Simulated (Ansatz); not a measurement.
K (bcc, W type)

```yaml
crystal:
  lattice:
    - [-2.60618, 2.60618, 2.60618]
    - [2.60618, -2.60618, 2.60618]
    - [2.60618, 2.60618, -2.60618]
  atoms:
    - { symbol: K, position: [0.00000, 0.00000, 0.00000] }
```

The slice is a {211} plane (indices of the conventional cell) through the point (0.000, 0.000, 0.000) (fractional), spanned by u = [111] and v = [1 0 -1] in vectors of this cell: u (4.51 Å) and v (7.37 Å, at 90° to u). It covers one period; positions are fractions (u, v).

Level of theory: PBEsol (plane waves to 420 eV, PAW, scalar-relativistic; Ansatz, a quantum-chemistry and plane-wave program). k mesh 13×13×13. Near the nuclei the fields are pseudised (PAW); where an atom keeps semicore shells as valence, they peak there. K was relaxed with its symmetry unable to fall. The PAW data are Ansatz's earlier set.

Three fields on this plane, each scaled to ten steps between its own extremes (0 low, 9 high; the total valence density on a logarithmic scale, the potential cut 8 eV below its top; x marks points blanked near nuclei; v = 0 in the bottom row):

Map A
```
|xxxxx61001210016xxxx|
|xxxx9400013100049xxx|
|xxxx6200024200026xxx|
|xx96200013431000269x|
|65410000255520000145|
|10000002466642000000|
|00000024667664200000|
|00001345677765431000|
|12234566777776654322|
|44555666666666665554|
|66666655555555566666|
|76665554444444555666|
|66655443334333445566|
|66554333333333334556|
|66543322222222233456|
|66543322222222233456|
|66543322222222233456|
|66554333333333334556|
|66655443334333445566|
|76665554444444555666|
|66666655555555566666|
|44555666666666665554|
|12234566777776654322|
|00001345677765431000|
|00000024667664200000|
|10000002466642000000|
|65410000255520000145|
|xx96200013431000269x|
|xxxx6200024200026xxx|
|xxxx9400013100049xxx|
|xxxxx61001210016xxxx|
|xxxxx71001210017xxxx|
```

Map B
```
|xxxxx74100000147xxxx|
|xxxx9631000001369xxx|
|xxxx7521000001257xxx|
|xx97531000000013579x|
|77643100000000013467|
|43321000000000001233|
|11100000000000000011|
|00000000000000000000|
|00000000000000000000|
|00000000000000000000|
|00000000000000000000|
|00000000000000000000|
|00000000000000000000|
|00000000000000000000|
|00000000000000000000|
|00000000000000000000|
|00000000000000000000|
|00000000000000000000|
|00000000000000000000|
|00000000000000000000|
|00000000000000000000|
|00000000000000000000|
|00000000000000000000|
|00000000000000000000|
|11100000000000000011|
|43321000000000001233|
|77643100000000013467|
|xx97531000000013579x|
|xxxx7521000001257xxx|
|xxxx9631000001369xxx|
|xxxxx74100000147xxxx|
|xxxxx84200000248xxxx|
```

Map C
```
|xxxxx14688888641xxxx|
|xxxx0257888887520xxx|
|xxxx1467899987641xxx|
|xx01357889998875310x|
|11345788999998875431|
|55567889999999887655|
|77778899999999988777|
|88889999999999999888|
|99999999999999999999|
|99999999999999999999|
|99999999999999999999|
|99999999999999999999|
|99999999999999999999|
|99999999988899999999|
|99999999888889999999|
|99999998888888999999|
|99999999888889999999|
|99999999988899999999|
|99999999999999999999|
|99999999999999999999|
|99999999999999999999|
|99999999999999999999|
|99999999999999999999|
|88889999999999999888|
|77778899999999988777|
|55567889999999887655|
|11345788999998875431|
|xx01357889998875310x|
|xxxx1467899987641xxx|
|xxxx0257888887520xxx|
|xxxxx14688888641xxxx|
|xxxxx04678887640xxxx|
```

Q: Assign the maps to these fields: electron localisation function (ELF); valence electron density; electrostatic potential energy of an electron, from the cell's mean.

A: A is the electron localisation function (ELF); B is the valence electron density; C is the electrostatic potential energy of an electron, from the cell's mean.
